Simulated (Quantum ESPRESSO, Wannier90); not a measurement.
**CoSn (P6/mmm), plane waves to Wannier functions**

```
begin unit_cell_cart
ang
    5.2460400393    0.0000000000    0.0000000000
   -2.6230200196    4.5432039433    0.0000000000
    0.0000000000    0.0000000000    4.1875900000
end unit_cell_cart
begin atoms_frac
Co  -0.0000000000  0.5000000000  0.0000000000
Co   0.5000000000  0.0000000000  0.0000000000
Co   0.5000000000  0.5000000000  0.0000000000
Sn  -0.3333333333  0.3333333333  0.5000000000
Sn   0.3333333333 -0.3333333333  0.5000000000
Sn   0.0000000000  0.0000000000  0.0000000000
end atoms_frac
```

Cell from Materials Project (mp-20536), symmetrised, no further relaxation. Not found in the COD (Crystallography Open Database) copy used; not checked further. Method: PBEsol plane waves in Quantum ESPRESSO 7.5 (PseudoDojo norm-conserving files, 77 Ry, no spin polarisation, no spin-orbit coupling), Bloch states on a 4×4×6 mesh through Γ, Wannier90 4.0.1. Density: 12×12×10 mesh, cold smearing 0.01 Ry. A non-magnetic state is assumed; magnetic ones were not tried. Spin-orbit coupling is left out although heavy elements are present.

A tight-binding model is made by disentanglement and projection with no localisation steps (num_iter = 0), so the 39 orbitals stay atom-like: hydrogen-like Co: s;p;d; Sn: s;p, axes along x, y, z; frozen window up to 1.50 eV relative to the Fermi level. It follows pw.x to 26 meV rms for states up to 1.0 eV relative to the Fermi level. Matrix elements depend on this choice of orbitals and windows.

Q: What are the on-site energies relative to the Fermi level, and how fast do the hoppings decay?

A: 
| atom | orbitals | energy (eV) |
|---|---|---|
| Co1 | s | 3.91 |
| Co1 | pz | 7.46 |
| Co1 | px | 9.36 |
| Co1 | py | 8.58 |
| Co1 | dz2 | -1.39 |
| Co1 | dxz | -1.30 |
| Co1 | dyz | -1.18 |
| Co1 | dx2-y2 dxy | -1.16 |
| Co2 | s | 3.91 |
| Co2 | pz | 7.46 |
| Co2 | px | 8.19 |
| Co2 | py | 9.75 |
| Co2 | dz2 | -1.39 |
| Co2 | dxz | -1.12 |
| Co2 | dyz | -1.36 |
| Co2 | dx2-y2 dxy | -1.16 |
| Co3 | s | 3.91 |
| Co3 | pz | 7.46 |
| Co3 | px | 9.36 |
| Co3 | py | 8.58 |
| Co3 | dz2 | -1.39 |
| Co3 | dxz | -1.30 |
| Co3 | dyz | -1.18 |
| Co3 | dx2-y2 dxy | -1.16 |
| Sn4 | s | -2.36 |
| Sn4 | pz | 6.94 |
| Sn4 | px py | 3.32 |
| Sn5 | s | -2.36 |
| Sn5 | pz | 6.94 |
| Sn5 | px py | 3.32 |
| Sn6 | s | -3.03 |
| Sn6 | pz | 1.59 |
| Sn6 | px py | 5.83 |

| distance of the centres (Å) | largest modulus (eV) |
|---|---|
| 2–3 | 3.3 |
| 3–4 | 1.9 |
| 4–5 | 0.80 |
| 5–6 | 0.68 |
| 6–7 | 0.15 |
| 7–8 | 0.14 |
| 8–9 | 0.11 |
